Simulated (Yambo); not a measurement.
K2PtH6 (space group Fm-3m, No. 225): one transition space (6×6×6 mesh, 6 valence and 6 conduction bands, Tamm-Dancoff) with different kernels in Yambo, on PBEsol orbitals; field along x. BSE alone uses the static screening with 70 bands and a 3 Ry block; its scissor and those of RPA and TDDFT come from G0W0, that of the TDHF-type run from bare exchange.

```csv
kernel,scissor (eV),direct gap with it (eV),lowest state (eV)
BSE (screened electron-hole attraction),2.44,6.46,___
"TDHF-type (unscreened attraction, exchange-only scissor)",7.07,11.08,___
RPA (no attraction),2.44,6.46,6.46 (dark)
```

Fill in the missing entries.


- BSE (screened electron-hole attraction), lowest state (eV): 5.40 (dark)
- TDHF-type (unscreened attraction, exchange-only scissor), lowest state (eV): 5.49 (dark)

RPA leaves the lowest state at the direct gap: no bound exciton. These are vertical excitations (zero momentum); the indirect quasiparticle gap, about 6.31 eV, is smaller than the direct one (6.46 eV on the GW mesh). Spin singlets only. Strong means a line over 3 % of the spectrum's maximum, dark under 0.03 %. Absolute energies carry the error of the G0W0 scissor, whose convergence isn't established. Convergence of the binding with the mesh was not shown.

Spin-orbit coupling is not included.

Geometry of the Materials Project entry, not relaxed at this level; primitive cell a = b = c = 5.742 Å, α = β = γ = 60.00°.

The structure is a Materials Project entry; no match was found in the copy of COD used, and its stability was not checked.
